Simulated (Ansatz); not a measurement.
Data:

LiNbO$_{3}$:
```cif
data_Li2Nb2O6
_chemical_formula_sum 'Li2 Nb2 O6'
_space_group_name_H-M_alt 'P 1'
_space_group_IT_number 1
_cell_length_a 5.49734
_cell_length_b 5.49734
_cell_length_c 5.49734
_cell_angle_alpha 55.708
_cell_angle_beta 55.708
_cell_angle_gamma 55.708
loop_
_space_group_symop_operation_xyz
  'x, y, z'
loop_
_atom_site_label
_atom_site_type_symbol
_atom_site_fract_x
_atom_site_fract_y
_atom_site_fract_z
_atom_site_occupancy
Li1 Li 0.71879 0.71879 0.71879 1
Li2 Li 0.21879 0.21879 0.21879 1
Nb1 Nb 0.00073 0.00073 0.00073 1
Nb2 Nb 0.50073 0.50073 0.50073 1
O1 O 0.63888 0.89314 0.28136 1
O2 O 0.89314 0.28136 0.63888 1
O3 O 0.28136 0.63888 0.89314 1
O4 O 0.13888 0.78136 0.39314 1
O5 O 0.39314 0.13888 0.78136 1
O6 O 0.78136 0.39314 0.13888 1
```

This is the r²SCAN-relaxed structure.

Question: All from r²SCAN (plane waves, PAW; program Ansatz), unless another level is named. Give the band gap.

Answer: 4.01 eV (indirect).

Question: Predict the HSE06 gap on the r²SCAN cell.

Answer: 5.04 eV.

Question: Give the smallest direct gap on the standard path.

Answer: 4.08 eV.

Question: Next, the gap with spin–orbit coupling?

Answer: 3.97 eV.

Space group R3c. The cell was relaxed with r²SCAN under the symmetry of its start. The run is not spin-polarised. Scalar-relativistic: spin–orbit coupling is off unless named, which matters more the heavier the elements.

Potentials: the earlier of the program's two PAW sets. The files were generated under PBE; for other functionals the program regenerates the frozen cores, and for LDA and PBEsol the local potential too.
